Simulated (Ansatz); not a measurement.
HfIr$_{3}$:
```
HfIr3
1.0
   -1.97748     1.97748     3.94925
    1.97748    -1.97748     3.94925
    1.97748     1.97748    -3.94925
Ir Hf
3 1
Cartesian
  0.00000   0.00000   3.94925
  0.00000   1.97748   1.97463
  1.97748   0.00000   1.97463
  0.00000   0.00000   0.00000
```

Relaxed with r²SCAN. Special points in fractions of this cell's reciprocal vectors: Γ (0.000, 0.000, 0.000); X (0.000, 0.000, 0.500); P (0.250, 0.250, 0.250); N (0.000, 0.500, 0.000); M (0.500, 0.500, -0.500); S (0.313, 0.687, -0.313); S0 (-0.313, 0.313, 0.313); R (-0.125, 0.125, 0.500); G (0.500, 0.500, -0.125).

**Question.** List the band energies nearest the Fermi level at these points for plane-wave PAW r²SCAN (Ansatz code).

**Answer.** In eV from the Fermi level; about four levels below and three above (degenerate sets whole), none deeper than 8.9 eV; points with the same levels are listed once.

| k | below | above |
|---|---|---|
| Γ | -1.80 -1.80 -1.42 -1.03 -0.02 | 1.91 2.80 2.91 |
| X | -1.80 -1.72 -0.88 -0.29 | 0.27 0.50 0.50 |
| P | -1.43 -1.38 -1.38 -1.11 | 0.29 2.68 2.68 |
| N | -2.26 -1.39 -1.35 -1.20 | 0.48 0.55 1.08 |
| M | -1.30 -1.30 -0.05 -0.05 | 0.19 0.77 1.90 |
| S | -1.59 -1.20 -1.03 -0.10 | 0.44 1.04 2.51 |
| R | -0.72 -0.22 -0.19 -0.08 | 0.68 3.30 4.01 |

Space group I4/mmm. The cell is a constructed one: a structure type filled with these elements; neither database checked (COD, Materials Project) lists it. COD files the formula under space group No. 221, so this cell is another polymorph or a model. Its standing as an ambient phase is unchecked. The cell was relaxed with r²SCAN under the symmetry of its start; its stability against distortions is not shown here. The run is not spin-polarised. Spin–orbit coupling is left out wherever it is not named.

Potentials: the earlier of the program's two PAW sets.
